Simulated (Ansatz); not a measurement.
Cu (fcc, Cu type)

```xyz
4
Lattice="3.6288 0.0000 0.0000 0.0000 3.6288 0.0000 0.0000 0.0000 3.6288" Properties=species:S:1:pos:R:3 pbc="T T T"
Cu     0.0000     0.0000     0.0000
Cu     1.8144     1.8144     0.0000
Cu     1.8144     0.0000     1.8144
Cu     0.0000     1.8144     1.8144
```

In each cell atom 4 (Cu, nearest neighbour Cu at 2.566 Å; its periodic images, 3.6 Å or more away, move with it) moves by s·(1.000, 0.000, 0.000) (along Cartesian x), the rest being held.

These are PBE (plane waves to 420 eV, PAW, scalar-relativistic; Ansatz, a quantum-chemistry and plane-wave program) values and carry that method's errors. k mesh 10×10×10 (Γ-centred), Fermi-Dirac smearing 0.05 eV. With partly filled bands, energies and forces of such displacements shift with the k mesh and the smearing. F∥ is the force on the atom along that direction. Cu is run without spin polarisation. Cu was relaxed with its symmetry unable to fall. The PAW data are Ansatz's earlier set. 

```
s (Å)   F∥ (eV/Å)
------  ---------
-0.260      1.816
-0.208      1.428
-0.156      1.057
-0.104      0.697
-0.052      0.347
0.000       0.000
0.052      -0.347
0.104      -0.697
0.156      -1.057
0.208      -1.428
0.260      -1.816
```

Question: What is the force constant k = d²E/ds² of this move at s = 0?

Answer: 6.65 eV/Å². The forces along the line at the two nearest points give (0.347 − (-0.347)) / (2·0.052) = 6.67 eV/Å²; the next pair corrects for the finite step.

(For displaced atoms, the force is minus the slope of the energy, and its curvature is a force constant, which sets phonon frequencies.)
